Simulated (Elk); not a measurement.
The cell is the one relaxed in the Materials Project (mp-155), not relaxed further here; entries there can be hypothetical.

A run on Gd: DFT, PBE, all-electron APW+lo, Dirac cores, scalar-relativistic bands (Elk 11.2.3 with local patches). The input:

```
tasks
  0
  110
  115
  15

xctype
  20

rgkmax
  8.0

gmaxvr
  16.0

lmaxapw
  10

lmaxo
  7

lmaxi
  1

nrmtscf
  2.0

nempty
  8

epspot
  1e-06

epsengy
  1e-05

maxscl
  120

hmaxvr
  6.0

lradstp
  4

swidth
  0.002

reducebf
  0.5

spinpol
  .true.

tforce
  .true.

sppath
  './'

avec
  6.88225515792 0.00000000000 0.00000000000
  -3.44112757897 5.96020780209 0.00000000000
  0.00000000000 0.00000000000 11.15262558251

atoms
  1
  'Gd.in'
  2
  0.333333333333 0.666666666667 0.250000000000   0.000 0.000 -0.500
  0.666666666667 0.333333333333 0.750000000000   0.000 0.000 -0.500

ngridk
  9 9 5
```

Sphere radii set in the species files: Gd 2.80 bohr.

Total energy and RMS change of the potential by loop (first and last loops):

```
loop         E (Ha)  RMS ΔV (Ha)
   1  -22561.787637            –
   2  -22560.503331     1.93e+00
   3  -22562.948814     1.93e+00
   4  -22571.248794     1.76e+00
   5  -22565.215597     8.43e-01
  21  -22561.102890     8.09e-06
  22  -22561.103080     2.04e-06
  23  -22561.103151     4.51e-07
  24  -22561.103188     6.49e-07
  25  -22561.103157     2.05e-07
  26  -22561.103145     1.74e-08
  27  -22561.103144     1.65e-08
  28  -22561.103145            –
```

Messages:

```
Error(writeefg): lmaxi too small for calculating the EFG : 1
 Run the ground-state calculation again with lmaxi >= 2
```

Q: Is the run sound, and if not, why?

A: In part. The ground state converged and stands; the field-gradient step (task 115) then stopped, since the gradient needs l = 2 in the inner part of the spheres and lmaxi = 1 leaves it out. lmaxi of 2 or more cures it.
